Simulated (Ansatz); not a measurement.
CsCaBO₃: Ca-43 NMR of the central transition

Cell: a measured structure from the Crystallography Open Database (COD) whose atoms were relaxed with PBE, the cell held.

Space group P2_13 (No. 198); a = 7.5720 Å.

```csv
site,Wyckoff,site symmetry,x,y,z
Cs,4a,.3.,0.6405,0.3595,0.8595
Ca,4a,.3.,0.8563,0.8563,0.8563
B,4a,.3.,0.0956,0.5956,0.9044
O,12b,1,0.0852,0.7332,0.0265
```

One atom of each set is listed.

Method: Kohn–Sham DFT in Ansatz, r2SCAN, plane waves and PAW, scalar-relativistic, 500 eV cutoff, Γ-centred 3×3×3 k-points, Fermi–Dirac smearing 0.02 eV.

Ca-43 has I = 7/2 and Q = -40.80 mb (Pyykkö 2018); at 21.1 T its Larmor frequency is ν₀ = 60.5 MHz. Only the quadrupole interaction is simulated: positions count from each site's isotropic chemical shift, and J coupling is left out, as are shift anisotropy and dipolar coupling, which fast spinning averages.

**Question.** Simulate the second-order pattern (fast magic-angle spinning, Gaussian broadening 0.01 kHz) of site Ca (6 O at 2.34–2.35 Å).

**Answer.** The calculation gives C_Q = -1.89 MHz and η = 0.00, so ν_Q = 0.135 MHz and the centre of gravity lies at -2.48 ppm (-0.150 kHz).

offset (kHz), height and a bar:
```
  -0.3914          0 
  -0.3822          0 
  -0.3730          3 #
  -0.3638          4 #
  -0.3546          5 #
  -0.3454          4 #
  -0.3362          5 #
  -0.3270          5 #
  -0.3178          5 #
  -0.3087          5 #
  -0.2995          5 ##
  -0.2903          5 ##
  -0.2811          5 ##
  -0.2719          5 ##
  -0.2627          6 ##
  -0.2535          6 ##
  -0.2443         11 ###
  -0.2351         66 ####################
  -0.2259         71 #####################
  -0.2167         49 ###############
  -0.2075         41 ############
  -0.1983         37 ###########
  -0.1891         35 ###########
  -0.1799         33 ##########
  -0.1708         33 ##########
  -0.1616         32 ##########
  -0.1524         32 ##########
  -0.1432         32 ##########
  -0.1340         33 ##########
  -0.1248         34 ##########
  -0.1156         35 ##########
  -0.1064         37 ###########
  -0.0972         39 ############
  -0.0880         43 #############
  -0.0788         50 ###############
  -0.0696         63 ###################
  -0.0604        100 ##############################
  -0.0512         66 ####################
  -0.0420          3 #
  -0.0329          0
```

An axis of threefold or higher order runs through Ca, so V_zz lies along it and η is zero.

The largest force is 0.4 eV/Å, so the atoms aren't at the calculated equilibrium and relaxing them would move these values.
